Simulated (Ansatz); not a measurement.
**Two Ansatz runs on MgMo**

The cell is built from the L11 type as a first guess.

First run: DFT, PBEsol, PAW with Ansatz's default frozen-core files, scalar-relativistic (Ansatz 0.2.0).

Command: `ansatz run input.yaml --threads 1 --pin off --max-ram 2048MiB --backend cpu --events-out ev --progress --plain --runs-dir out` The run took 77 s on 1 thread of AMD EPYC (Zen 3) (shared host), peak memory 0.43 GiB.

```yaml
crystal:
  lattice:
    - [1.4637585839, -0.8451014124, 4.7816113741]
    - [0.0, 1.6902028249, 4.7816113741]
    - [-1.4637585839, -0.8451014124, 4.7816113741]
  atoms:
    - { symbol: Mg, position: [0.0, 0.0, 0.0] }
    - { symbol: Mo, position: [0.5, 0.5, 0.5] }
kpoints:
  mp_grid: { grid: [13, 13, 13] }
scf:
  occupations: { method: fermi_dirac, width: 0.03 }
hamiltonian:
  xc: pbesol
  pseudopotentials: { kind: paw }
output:
  forces: true
  stress: true
relax:
  f_tol: 0.005
  max_steps: 80
  cell: {}
```

Result: converged; relaxed volume 16.740 Å³/atom; 36 SCF iterations in all.

The input is then changed:

```diff
@@ -10,5 +10,6 @@
   mp_grid: { grid: [13, 13, 13] }
 scf:
-  occupations: { method: fermi_dirac, width: 0.03 }
+  occupations: { method: tetrahedron_uncorrected }
+  mixing: { algorithm: anderson, beta: 0.05, ndim: 4 }
 hamiltonian:
   xc: pbesol
```

**Question.** What does the second run give?

**Answer.** It converged; energy at zero smearing +16.0 meV/atom from the first run; relaxed volume 16.769 Å³/atom; 53 SCF iterations in all.

The results part of its log:

```
basis re-selected at this cell: Δ(F+E_penalty+E_count) = +1.824e-4 eV, ΔP = +0.001 GPa vs the last step (what re-selecting the basis moved, of the pressure what is left beyond the Pulay correction that the steps carried, after the strain that the cell walked since its last selection, with what the two solves' SCF thresholds leave and, on support functions, any second-order correction that the steps lacked; it is no measure of the basis error at this ecutwfc). This SCF's stress stands 8.15e-3 GPa from its target on what of the cell is left free (relax.cell.stress_tol is 5.00e-2 GPa) and its largest allowed force component is 6.73e-29 eV/Å (relax.f_tol is 5.00e-3 eV/Å): within both
SCF converged after 12 iterations
Stability not checked: this state was not tested for a lower state beside it, because the mixer in use, unlike msr1, does not test its closes by its own steps (another_mixer; see scf.mixing.algorithm and scf.lower_state_search)
Free energy (F): -6808.494899 eV
Harris-Foulkes:  -6808.494899 eV  (|F-HF|=5.46e-12)
Internal energy: -6808.494899 eV  (E = F + TS)
E sigma→0 (E₀):  -6808.494899 eV
Fermi energy:    13.493630 eV
--- Per-component energies (eV) ---
  E_band       = -422.648677
  E_kinetic    = 516.173479
  E_local      = -2397.250902  (includes V_loc(G=0)·N_el)
  E_nonlocal   = 241.738303
  E_hartree    = 825.919144
  E_xc         = -210.680832
  E_vxc        = -265.141946  (∫ρ·V_xc dr)
  E_paw        = -3424.181266  (= ΣΔE_a)
  E_vpaw       = -170.005949  (= ΣTr[D̂ρ^β])
  E_aug_tail   = 0.000035  (compensation charges beyond the density's cutoff)
  E_ewald      = -2360.481022
  E_core_change = 0.268162  (= ΣΔE_core)
  E_smearing   = 0.000000  (= −TS)
  E_closure    = -0.000000  (closes the sum)
  Σ components = -6808.494899   (vs F -6808.494899, Δ=0.00e0)
--- Forces (eV/Å), atoms counted from 1 ---
  atom   1  Mg    -0.00000000     0.00000000    -0.00000000
  atom   2  Mo     0.00000000     0.00000000    -0.00000000
  max |Σ_I F_I| component: 1.35e-28 eV/Å
--- Stress (GPa, compression-positive) ---
       -0.003083      -0.000000      -0.000000
        0.000000      -0.003083       0.000000
       -0.000000       0.000000       0.008149
  P = ⅓ Tr σ = 0.0007 GPa (0.007 kbar)
--- Band table (eV; the first three rows and the last of 231) ---
  k-point 0: bands = ["-61.2029", "-47.1013", "-28.1243", "-28.1243", "-28.0998", "-21.2824", "-20.5904", "-20.5904", "6.1053", "9.8107", "12.6767", "13.2795", "13.2795", "15.6767", "15.6767", "17.4133"]
  k-point 1: bands = ["-61.2022", "-47.0925", "-28.1300", "-28.1256", "-28.0988", "-21.2736", "-20.6519", "-20.6044", "6.2792", "10.0002", "12.4920", "13.1009", "13.4668", "15.6108", "15.8213", "17.5091"]
  k-point 2: bands = ["-61.2003", "-47.0682", "-28.1458", "-28.1294", "-28.0962", "-21.2490", "-20.8201", "-20.6430", "6.7808", "10.4877", "12.0736", "12.7162", "14.0128", "15.4336", "16.1067", "17.8325"]
  k-point 230: bands = ["-61.2022", "-47.0926", "-28.1300", "-28.1256", "-28.0965", "-21.2801", "-20.6519", "-20.6045", "7.7600", "8.3573", "11.4654", "13.0998", "13.4702", "15.3814", "15.6537", "20.6139"]
--- Relaxed structure (5 steps of the walk, 5 accepted, 1 SCFs on fresh bases) ---
  F+E_penalty+E_count = -6808.49489944 eV   max|allowed force component| = 6.730e-29 eV/Å   (the final SCF, on the basis selected at the relaxed cell)
  cell:  # Å, volume = 33.5371 Å³
    - [1.409264908924865, -0.8136394745102725, 4.874716909006964]
    - [5.512686982189446e-19, 1.6272789490715198, 4.874716908998456]
    - [-1.409264908924865, -0.8136394745102725, 4.874716909006964]
  atoms:
    - { symbol: Mg, position: [1.2381940525178994e-34, 1.0737261916669024e-34, 9.092583308794335e-35] }
    - { symbol: Mo, position: [0.49999999999999983, 0.4999999999999999, 0.49999999999999983] }
```
